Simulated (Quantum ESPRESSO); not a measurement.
# Strain and stress in WZrNbO7F

The results below are calculated, not measured. They come from pw.x of Quantum ESPRESSO 7.5, a plane-wave density functional program, with PseudoDojo standard norm-conserving files (v0.5 for PBE, v0.4.1 for LDA and PBEsol). The cells are made up: elements, strain and atom displacements were drawn at random, and nothing was relaxed. There is no spin polarisation, spin-orbit coupling or dispersion term.

The cell has 12 sites of a rutile lattice (two cells along c). Sites 1 to 4 hold W Zr empty Nb; sites 5 to 12 hold O O O O O O O F. Cell vectors in Å: (4.777, 0.012, -0.040); (0.012, 4.782, 0.008); (-0.052, 0.010, 6.272). Settings: PBE, cutoff 1143 eV, 5 x 5 x 4 k mesh shifted by half a step, Fermi-Dirac smearing of 0.025 eV.

Each run adds the same strain along x and y to one cell, with the atoms carried along; the vectors above are those of run 3. Stress is positive in tension and P is minus a third of its trace. E is the free energy for each atom above the lowest run shown. The last column is band 45 less band 44 at Gamma, from a band step after each run.

```
run,strain (%),s_xx (GPa),s_yy (GPa),s_zz (GPa),s_xy (GPa),P (GPa),E (meV/atom),level step at Gamma (eV)
1,-2.42,-11.38,-8.73,10.00,1.50,3.37,18.72,1.146
3,-0.07,-1.36,1.09,15.69,-0.44,-5.14,0.00,1.240
4,0.66,1.32,3.71,17.16,-0.92,-7.40,1.36,1.259
5,1.23,3.29,5.63,18.22,-1.26,-9.05,4.66,1.270
6,1.49,4.15,6.46,18.67,-1.40,-9.76,6.73,1.274
7,1.95,5.63,7.89,19.45,-1.65,-10.99,11.22,1.280
2,-1.22,?,?,?,?,?,?,?
```

A rerun of one of these cells at 1467 eV and k mesh 7 x 7 x 6 moved values by no more than 0.005 eV in the cell's energy, 0.02 GPa in stress and 0.003 eV/Å in force.

## Worked fit

A parabola through the six runs shown gives s_xx = -1.11 + 3.80 e - 0.182 e² GPa, with e in per cent and a scatter of 0.02 GPa. The slope is a stiffness of 380 ± 3 GPa for each unit of this strain at e = 0, the sum of the responses of s_xx to strain along x and along y. The atoms are clamped, and relaxing them would in general lower it. The error is the larger of the fit's own and the change that a cubic makes, rounded up.

## Withheld run

Question: what s_xx should run 2 give?

The fit gives -6.02 GPa. The calculation gave -5.99 GPa.

```
run  strain (%)  s_xx (GPa)  s_yy (GPa)  s_zz (GPa)  s_xy (GPa)  P (GPa)  E (meV/atom)  level step at Gamma (eV)
  2       -1.22       -5.99       -3.43       13.10        0.43    -1.22          4.49                     1.199
```